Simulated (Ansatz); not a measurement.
Zn2SeS:
```cif
data_SSeZn2
_chemical_formula_sum 'Zn2 Se1 S1'
_space_group_name_H-M_alt 'P 1'
_space_group_IT_number 1
_cell_length_a 6.77364
_cell_length_b 6.77364
_cell_length_c 6.77364
_cell_angle_alpha 33.530
_cell_angle_beta 33.530
_cell_angle_gamma 33.530
loop_
_space_group_symop_operation_xyz
  'x, y, z'
loop_
_atom_site_label
_atom_site_type_symbol
_atom_site_fract_x
_atom_site_fract_y
_atom_site_fract_z
_atom_site_occupancy
Zn1 Zn 0.00377 0.00377 0.00377 1
Zn2 Zn 0.49638 0.49638 0.49638 1
Se1 Se 0.62444 0.62444 0.62444 1
S1 S 0.12538 0.12538 0.12538 1
```

Relaxed with r²SCAN.

**Question.** Tabulate the valence density and the electron localisation function along the shortest Zn–S contact (2.33 Å), r²SCAN in the plane-wave PAW code Ansatz.

**Answer.** 

```
distance from Zn (Å)  density (e/Å³)   ELF
--------------------  --------------  ----
0.23                           25.54  0.00
0.35                           12.68  0.00
0.47                            5.34  0.02
0.58                            2.23  0.06
0.70                            1.12  0.11
0.82                            0.70  0.16
0.93                            0.52  0.21
1.05                            0.48  0.34
1.17                            0.53  0.58
1.28                            0.63  0.79
1.40                            0.79  0.88
1.51                            0.99  0.90
1.63                            1.16  0.89
1.75                            1.23  0.82
1.86                            1.11  0.64
1.98                            0.81  0.32
2.10                            0.41  0.07
```

The density is the valence pseudo-density with augmentation charge, so density and ELF within about 1 Å of a nucleus are not all-electron values.

Space group R3m. The workflow started from a Materials Project entry (that database holds measured and hypothetical structures alike); the Crystallography Open Database copy checked does not list it. Its standing as an ambient phase is unchecked. The cell was relaxed with r²SCAN under the symmetry of its start; whether a distortion lowers the energy is not shown.

Potentials: the later of the program's two PAW sets.
